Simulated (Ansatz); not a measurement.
# Property card for MoS$_{2}$

MoS$_{2}$:
```
CELL_PARAMETERS angstrom
      0.00000     2.93600     2.93600
      2.93600     0.00000     2.93600
      2.93600     2.93600     0.00000
ATOMIC_POSITIONS crystal
  Mo 0.00000 0.00000 0.00000
  S  0.25000 0.25000 0.25000
  S  0.75000 0.75000 0.75000
```

Space group Fm-3m (No. 225), fluorite; conventional cell a = b = c = 5.872 Å, α = β = γ = 90.00°.

Method: PBE in the plane-wave PAW code Ansatz. Structure relaxed to zero pressure with the same functional. Other levels are named where they apply.

**Cell and energy**

- Volume per atom = 16.87 Å³
- Density = 5.25 g/cm³
- Formation energy from the elements (no fitted shifts) = -0.14 eV/atom

**Electronic structure**

- Electronic character: metallic (no gap)
- Density of states at the Fermi level: 1.2 states/eV per atom (mean over ±0.08 eV)

**Mechanics**

Bulk modulus (Birch–Murnaghan fit): 138 GPa
Pressure derivative B′: 4.3

A made-up cell: these elements were put on the sites of a structure type; neither database checked (COD, Materials Project) lists it. It is not the phase usual at ambient conditions (space group No. 160, 194). Symmetry was held in the PBE relaxation; whether a distortion lowers the energy is not shown. No spin polarisation was allowed. The references are the lowest solids computed at this level, not always the standard phases. Spin–orbit coupling is left out wherever it is not named.

Potentials: the later of the program's two PAW sets.
